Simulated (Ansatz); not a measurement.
# K$_{2}$RbScCl$_{6}$: kick along a soft mode, then relaxed

Computed with DFT PBEsol, scalar-relativistic, plane waves, PAW (Ansatz). Cutoff 420 eV, Γ-centred 4×4×4 k-points, Gaussian smearing of 0.05 eV. No spin polarisation. Energies are free energies at this smearing, counted from the undisturbed cell; pressure is positive in compression.

The undisturbed cell (relaxed at this level; it needn't be the usual structure):

```xyz
10
Lattice="0.0000 5.4753 5.4753 5.4753 0.0000 5.4753 5.4753 5.4753 0.0000" Properties=species:S:1:pos:R:3 pbc="T T T"
K     8.2130    8.2130    8.2130
K     2.7377    2.7377    2.7377
Rb    5.4753    5.4753    5.4753
Sc    0.0000    0.0000    0.0000
Cl    2.4597    5.4753    5.4753
Cl    5.4753    5.4753    2.4597
Cl    8.4909    5.4753    5.4753
Cl    5.4753    2.4597    5.4753
Cl    5.4753    8.4909    5.4753
Cl    5.4753    5.4753    8.4909
```

The atoms are moved along a zone-centre mode of 56i cm⁻¹ (Å):

| atom | ux | uy | uz |
| --- | --- | --- | --- |
| K1 | 0.000 | 0.150 | 0.000 |
| K2 | 0.000 | 0.150 | 0.000 |
| Rb3 | 0.000 | -0.007 | 0.000 |
| Sc4 | 0.000 | -0.025 | 0.000 |
| Cl5 | 0.000 | -0.058 | 0.000 |
| Cl6 | 0.000 | -0.058 | 0.000 |
| Cl7 | 0.000 | -0.058 | 0.000 |
| Cl8 | 0.000 | -0.024 | 0.000 |
| Cl9 | 0.000 | -0.024 | 0.000 |
| Cl10 | 0.000 | -0.058 | 0.000 |

Cell and atoms are then relaxed.

Question: Does the relaxation return to the undisturbed structure?

Answer: No. It ends 18.8 meV/atom below it. The final space group reads I4mm (tolerance 0.01 Å) and the volume changes by 4.46 %.

Final structure:

```
CELL_PARAMETERS angstrom
0.00000 5.59964 5.53375
5.53375 0.00000 5.53375
5.53375 5.59964 0.00000
ATOMIC_POSITIONS crystal
K 0.82860 0.67140 0.82860
K 0.32860 0.17140 0.32860
Rb 0.49394 0.50606 0.49394
Sc 0.98449 0.01551 0.98449
Cl 0.74968 0.25032 0.19760
Cl 0.19760 0.25032 0.74968
Cl 0.19760 0.80240 0.74968
Cl 0.20379 0.79621 0.20379
Cl 0.76476 0.23524 0.76476
Cl 0.74968 0.80240 0.19760
```

The relaxation, step by step (energy from the first step; small jumps at an unchanged geometry come where the plane waves are selected anew for the new cell):

```csv
step,ΔE (meV/atom),largest force component (eV/Å),pressure (GPa)
1,0.0,0.065,0.02
2,-0.3,0.069,0.01
3,-3.7,0.134,-0.06
4,-7.3,0.205,-0.06
5,-12.2,0.180,0.05
6,-15.6,0.185,0.24
7,-16.5,0.130,-0.21
8,-17.3,0.142,0.05
9,-17.5,0.016,-0.01
10,-17.5,0.012,0.00
11,-17.5,0.001,0.00
12,-17.5,0.001,0.00
```

Cost: 1 run of about 4.3 core-minutes, on Arm Neoverse V2 (shared hosts).